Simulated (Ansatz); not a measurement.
The cell below belongs to a search over invented structures; it isn't taken from experiment.

Input and command of a plane-wave DFT calculation in Ansatz:

```yaml
crystal:
  lattice:
    - [5.50362983, 0.0, 0.0]
    - [0.0, 5.50362983, 0.0]
    - [0.0, 0.0, 6.29881304]
  atoms:
    - { symbol: Ga, position: [0.0, 0.5, 0.0] }
    - { symbol: Ga, position: [0.5, 0.0, 0.0] }
    - { symbol: Ga, position: [0.5, 0.5, 0.5] }
    - { symbol: As, position: [0.0, 0.0, 0.32234953] }
    - { symbol: As, position: [0.0, 0.0, 0.67765047] }
    - { symbol: As, position: [0.0, 0.5, 0.5] }
    - { symbol: As, position: [0.5, 0.0, 0.5] }
    - { symbol: Se, position: [0.5, 0.5, 0.0] }
basis:
  ecutwfc: 420
kpoints:
  mp_grid: { grid: [3, 3, 3] }
hamiltonian:
  xc: pbe
scf:
  occupations: { method: gaussian, width: 0.2 }
  lower_state_search: "off"
output:
  forces: true
  stress: true
  eigenvalues: true
relax:
  adjacent_minimum: "off"
  f_tol: 0.08
  max_steps: 16
  cell: { stress_tol: 0.8 }
```

```bash
ansatz run input.yaml --threads 1 --pin off --max-ram 2560MiB --backend cpu --events-out ev --progress --plain --runs-dir out
```

Processor: Intel(R) Xeon(R) Processor @ 2.50GHz (Skylake/Cascade Lake), 1 thread, on a host shared with other jobs.

Question: How long does it run, and how much memory does it take?

Answer: About 73 s, peak memory 0.52 GiB. It solves 69 bands at 6 k points (after reduction by symmetry) with about 3203 plane waves (on the last cell), in 44 SCF iterations over 6 ionic steps.
